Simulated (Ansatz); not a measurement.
ZnS (zinc blende)

```yaml
crystal:
  lattice:
    - [0.00000, 5.38911, 5.38911]
    - [2.69456, 2.69456, 5.38911]
    - [2.69456, 2.69456, 0.00000]
  atoms:
    - { symbol: S, position: [0.00000, 0.75000, 0.75000] }
    - { symbol: S, position: [0.50000, 0.75000, 0.75000] }
    - { symbol: Zn, position: [0.00000, 0.00000, 0.00000] }
    - { symbol: Zn, position: [0.50000, 0.00000, 0.00000] }
```

The atoms are displaced by Q × the pattern below (from a DFPT mode at X = (0.5, 0.5, 0.0), largest move 1; Q in Å), at fixed cell. It is one choice among 2 degenerate patterns. (q is in reciprocal vectors of the primitive cell; the cell shown is doubled to hold the pattern.)

```csv
atom,x,y,z
S1,-0.624,0.000,0.000
S2,0.624,0.000,0.000
Zn3,0.000,-1.000,0.000
Zn4,0.000,1.000,0.000
```

The numbers are results of r2SCAN (plane waves to 500 eV, PAW, scalar-relativistic; Ansatz, a program for electronic structure), not measurements. k mesh 11×11×11 (Γ-centred), Fermi-Dirac smearing 0.05 eV. E stands for the smeared free energy. Stress and pressure are positive under compression. ZnS was relaxed with its symmetry unable to fall. ΔE is measured from the undisplaced structure.

```json
[
 {"Q (Å)": "-0.100", "P (GPa)": "-0.10", "−dE/dQ from forces (eV/Å)": "0.495", "ΔE (meV/cell)": "…"},
 {"Q (Å)": "-0.083", "P (GPa)": "-0.07", "−dE/dQ from forces (eV/Å)": "0.413", "ΔE (meV/cell)": "17.2"},
 {"Q (Å)": "-0.067", "P (GPa)": "-0.05", "−dE/dQ from forces (eV/Å)": "0.330", "ΔE (meV/cell)": "11.0"},
 {"Q (Å)": "-0.050", "P (GPa)": "-0.03", "−dE/dQ from forces (eV/Å)": "0.248", "ΔE (meV/cell)": "…"},
 {"Q (Å)": "-0.033", "P (GPa)": "-0.01", "−dE/dQ from forces (eV/Å)": "0.165", "ΔE (meV/cell)": "2.8"},
 {"Q (Å)": "-0.017", "P (GPa)": "0.00", "−dE/dQ from forces (eV/Å)": "0.083", "ΔE (meV/cell)": "0.7"},
 {"Q (Å)": "0.000", "P (GPa)": "0.00", "−dE/dQ from forces (eV/Å)": "0.000", "ΔE (meV/cell)": "0.0"},
 {"Q (Å)": "0.017", "P (GPa)": "0.00", "−dE/dQ from forces (eV/Å)": "-0.083", "ΔE (meV/cell)": "0.7"},
 {"Q (Å)": "0.033", "P (GPa)": "-0.01", "−dE/dQ from forces (eV/Å)": "-0.165", "ΔE (meV/cell)": "2.8"},
 {"Q (Å)": "0.050", "P (GPa)": "-0.03", "−dE/dQ from forces (eV/Å)": "-0.248", "ΔE (meV/cell)": "…"},
 {"Q (Å)": "0.067", "P (GPa)": "-0.05", "−dE/dQ from forces (eV/Å)": "-0.330", "ΔE (meV/cell)": "11.0"},
 {"Q (Å)": "0.083", "P (GPa)": "-0.07", "−dE/dQ from forces (eV/Å)": "-0.413", "ΔE (meV/cell)": "17.2"},
 {"Q (Å)": "0.100", "P (GPa)": "-0.10", "−dE/dQ from forces (eV/Å)": "-0.495", "ΔE (meV/cell)": "…"}
]
```

### Question
Fill in the missing entries.

### Answer

- -0.100, ΔE (meV/cell): 24.8
- -0.050, ΔE (meV/cell): 6.2
- 0.050, ΔE (meV/cell): 6.2
- 0.100, ΔE (meV/cell): 24.8

(A displaced cell: forces are minus the slopes of the energy, force constants its curvatures, and phonons follow from these.)
